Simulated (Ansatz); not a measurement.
Bi (simple cubic, Pm-3m) under volume change, DFT-PBEsol in the program Ansatz with PAW potentials, scaled uniformly.

| V (Å³/atom) | E − E(relaxed) (meV/atom) | P (GPa) |
|---|---|---|
| 30.360 | (withheld) | (withheld) |
| 31.361 | (withheld) | (withheld) |
| 32.362 | 5.3 | 1.75 |
| 33.363 | 0.0 | 0.00 |
| 34.364 | 4.7 | -1.47 |
| 35.365 | 17.9 | -2.70 |
| 36.366 | 38.1 | -3.75 |

Q: Complete the blanks.

A: 
- 30.360, E − E(relaxed) (meV/atom): 54.1
- 30.360, P (GPa): 6.33
- 31.361, E − E(relaxed) (meV/atom): 22.6
- 31.361, P (GPa): 3.84

Q: What does a third-order Birch–Murnaghan fit give for V₀, B₀ and B′?

A: V₀ = 33.36 Å³/atom, B₀ = 53.4 GPa, B′ = 4.8.

The start of the workflow was typed in or built on a structure type; neither database checked (COD, Materials Project) lists it. It is not the phase usual at ambient conditions (space group No. 166). The cell was relaxed with PBEsol under the symmetry of its start; whether a distortion lowers the energy is not shown. Scalar-relativistic: spin–orbit coupling is off unless named, which matters more the heavier the elements.

Potentials: the earlier of the program's two PAW sets.
